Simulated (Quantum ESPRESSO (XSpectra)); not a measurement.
Quantum ESPRESSO (XSpectra) run for X-ray absorption at the B K edge of BP (F-43m). Geometry: Materials Project entry mp-1479 (a computed structure). The cell is the entry's, not relaxed again. The ground-state test found a gap, so occupations are fixed and the excited electron is left out (charged cell on a uniform background); energies count from the highest occupied level. pw.x input:

```
&CONTROL
  calculation = 'scf'
  prefix = 'x'
  pseudo_dir = './pseudo'
  outdir = './out'
/
&SYSTEM
  ibrav = 0
  nat = 26
  ntyp = 3
  ecutwfc = 55
  tot_charge = 1
  occupations = 'fixed'
/
&ELECTRONS
  conv_thr = 2.6e-07
  mixing_beta = 0.4
/
ATOMIC_SPECIES
Bh 10.810 B.lda-tm-gipaw-star1s.UPF
B 10.810 B.lda-tm-gipaw.UPF
P 30.974 P.lda-tm-gipaw.UPF
CELL_PARAMETERS angstrom
   0.000000000   -2.266070000   -6.798210000
   6.798210000    0.000000000   -2.266070000
  -2.266070000   -6.798210000    0.000000000
ATOMIC_POSITIONS crystal
Bh     0.692307692    0.923076923    0.769230769
B      0.923076923    0.230769231    0.692307692
B      0.846153846    0.461538462    0.384615385
B      0.769230769    0.692307692    0.076923077
B      0.461538462    0.615384615    0.846153846
B      0.384615385    0.846153846    0.538461538
B      0.615384615    0.153846154    0.461538462
B      0.538461538    0.384615385    0.153846154
B      0.230769231    0.307692308    0.923076923
B      0.153846154    0.538461538    0.615384615
B      0.076923077    0.769230769    0.307692308
B      0.307692308    0.076923077    0.230769231
B      0.000000000    0.000000000    0.000000000
P      0.057692308    0.326923077    0.480769231
P      0.288461538    0.634615385    0.403846154
P      0.211538462    0.865384615    0.096153846
P      0.134615385    0.096153846    0.788461538
P      0.826923077    0.019230769    0.557692308
P      0.750000000    0.250000000    0.250000000
P      0.980769231    0.557692308    0.173076923
P      0.903846154    0.788461538    0.865384615
P      0.596153846    0.711538462    0.634615385
P      0.519230769    0.942307692    0.326923077
P      0.442307692    0.173076923    0.019230769
P      0.673076923    0.480769231    0.942307692
P      0.365384615    0.403846154    0.711538462
K_POINTS automatic
2 2 2 0 0 0
```

xspectra.x input:

```
&input_xspectra
  calculation = 'xanes_dipole'
  edge = 'K'
  prefix = 'x'
  outdir = './out'
  xonly_plot = .false.
  xiabs = 1
  xcoordcrys = .false.
  xepsilon(1) = 1.0
  xepsilon(2) = 0.0
  xepsilon(3) = 0.0
  xniter = 1500
  xcheck_conv = 50
  xerror = 0.002
  x_save_file = 'x0.sav'
/
&plot
  xnepoint = 451
  xemin = -5.0
  xemax = 40.0
  xgamma = 0.5
  terminator = .true.
  cut_occ_states = .true.
/
&pseudos
  filecore = 'core.wfc'
/
&cut_occ
  cut_desmooth = 0.1
  cut_stepl = 0.01
  cut_ierror = 1e-6
/
4 4 4 1 1 1
```

End of the pw.x output:

```
     1.0969   1.1336   1.7264   1.8301   1.9338   2.1386   2.3261   2.5467
     2.8447   2.8980   3.7306   3.7559   4.1356   4.1932   4.5416   4.7897
     4.8463   5.0670   5.1582   5.2061   5.2690   5.3323   5.4739   5.5652
     5.6357   5.7007   6.3524   6.5868   6.7203   6.7867   6.9128   7.0540
     7.3799   7.5692   8.0774   8.4054

          k =-0.4257 0.6689 0.3041 ( 14070 PWs)   bands (ev):

    -5.4526  -4.7089  -4.7089  -4.6860  -4.5866  -4.5866  -3.1006  -1.9279
    -1.8979  -1.8979  -1.6861  -1.6066  -1.6066  -0.1573   0.4328   1.2712
     1.2712   1.3239   1.3356   1.3356   2.7950   2.7950   2.9975   3.1321
     3.2902   3.2902   3.3830   3.5140   3.5140   3.5856   3.5856   3.6358
     4.1605   4.1605   4.1878   4.3370   4.3418   4.3418   6.1146   6.6706
     6.6706   6.6913   6.8647   6.8647   6.9864   6.9864   7.4087   7.4087
     7.5475   7.5754   7.5754   7.5855

     highest occupied level (ev):     8.9168

!    total energy              =    -323.28392162 Ry
     estimated scf accuracy    <       0.00000021 Ry

     The total energy is the sum of the following terms:
     one-electron contribution =      83.56754734 Ry
     hartree contribution      =      17.46600806 Ry
     xc contribution           =    -146.80691840 Ry
     ewald contribution        =    -277.51055862 Ry

     convergence has been achieved in  11 iterations

     XML data file, charge density, pseudopotentials, collected wavefunctions
```

xspectra.x output, shortened:

```
... Begin STEP 1 ...

        Radial transition matrix element(s) used in the calculation of the
        initial vector of the Lanczos basis (|tilde{phi}_abs> normalized)
        | For PAW proj. (l=1) #1: radial matrix element =   0.269524230
        | For PAW proj. (l=1) #2: radial matrix element =   0.321088835

NB: the    16 k-point are not all listed below because npool=  4
        |-------------------------------------------------------------
        ! k-point #     1:  ( 0.1064, -0.1672, -0.0760),  0.0312,   1
        |-------------------------------------------------------------
 okvan= F
        |   Norm of the initial Lanczos vector: 0.18929483E+00
        !   => CONVERGED at iter    600 with error=  0.00135367
        |-------------------------------------------------------------
        ! k-point #     2:  ( 0.1368, -0.4409,  0.0152),  0.0312,   1
        |-------------------------------------------------------------
 okvan= F
        |   Norm of the initial Lanczos vector: 0.18929484E+00
        !   => CONVERGED at iter    600 with error=  0.00176548
        |-------------------------------------------------------------
        ! k-point #     3:  ( 0.1672, -0.7146,  0.1064),  0.0312,   1
        |-------------------------------------------------------------
 okvan= F
        |   Norm of the initial Lanczos vector: 0.18929484E+00
        !   => CONVERGED at iter    600 with error=  0.00149574
        |-------------------------------------------------------------

        ...
... Begin STEP 2 ...

     The spectrum is calculated using the following parameters:
        energy-zero of the spectrum [eV]:    8.9168
        the occupied states are elimintate from the spectrum
        xemin [eV]:  -5.00
        xemax [eV]:  40.00
        xnepoint:  451
        constant broadening parameter [eV]:    0.500
        Core level energy [eV]:  -188.0
         (from electron binding energy of neutral atoms in X-ray data booklet)

     Cross-section successfully written in xanes.dat

     ... End STEP 2 ...

     xanes        :     53.08s CPU     53.27s WALL (       1 calls)

     -------------------------------------------------------------------------
                                END JOB XSpectra
     -------------------------------------------------------------------------
```

xanes.dat for the field along x, every fifth line (energy in eV, cross section):

```
   -5.000   1.8780e-03
   -4.500   2.0750e-03
   -4.000   2.3090e-03
   -3.500   2.5890e-03
   -3.000   2.9310e-03
   -2.500   3.3550e-03
   -2.000   3.8930e-03
   -1.500   4.5940e-03
   -1.000   5.5410e-03
   -0.500   6.8800e-03
    0.000   8.8850e-03
    0.500   1.2250e-02
    1.000   1.8720e-02
    1.500   3.2890e-02
    2.000   5.9140e-02
    2.500   9.4760e-02
    3.000   1.3500e-01
    3.500   1.4970e-01
    4.000   1.3450e-01
    4.500   1.1080e-01
    5.000   1.0080e-01
    5.500   1.0190e-01
    6.000   1.0420e-01
    6.500   1.0730e-01
    7.000   1.0860e-01
    7.500   1.0650e-01
    8.000   1.0790e-01
    8.500   1.0310e-01
    9.000   9.7270e-02
    9.500   9.9490e-02
   10.000   9.4420e-02
   10.500   8.3500e-02
   11.000   8.1860e-02
   11.500   8.3460e-02
   12.000   8.4370e-02
   12.500   7.8710e-02
   13.000   7.2710e-02
   13.500   6.5690e-02
   14.000   5.9030e-02
   14.500   5.2310e-02
   15.000   4.9370e-02
   15.500   4.7870e-02
   16.000   5.3770e-02
   16.500   7.0350e-02
   17.000   8.9140e-02
   17.500   8.4630e-02
   18.000   6.1320e-02
   18.500   4.8190e-02
   19.000   4.6730e-02
   19.500   4.6130e-02
   20.000   4.4940e-02
   20.500   4.2300e-02
   21.000   4.3400e-02
   21.500   4.7110e-02
   22.000   4.6640e-02
   22.500   4.5110e-02
   23.000   4.3630e-02
   23.500   3.9220e-02
   24.000   3.6400e-02
   24.500   3.5440e-02
   25.000   3.4520e-02
   25.500   3.5210e-02
   26.000   3.6050e-02
   26.500   3.8920e-02
   27.000   4.1770e-02
   27.500   4.7680e-02
   28.000   5.0850e-02
   28.500   5.1580e-02
   29.000   5.1800e-02
   29.500   5.3630e-02
   30.000   5.0730e-02
   30.500   4.3730e-02
   31.000   4.2590e-02
   31.500   4.1970e-02
   32.000   4.2260e-02
   32.500   4.2670e-02
   33.000   3.9970e-02
   33.500   3.2860e-02
   34.000   2.8210e-02
   34.500   2.9180e-02
   35.000   3.2870e-02
   35.500   3.8200e-02
   36.000   4.5680e-02
   36.500   4.5320e-02
   37.000   3.8800e-02
   37.500   3.2960e-02
   38.000   2.8810e-02
   38.500   2.4610e-02
   39.000   2.0470e-02
   39.500   2.0440e-02
   40.000   2.2120e-02
```
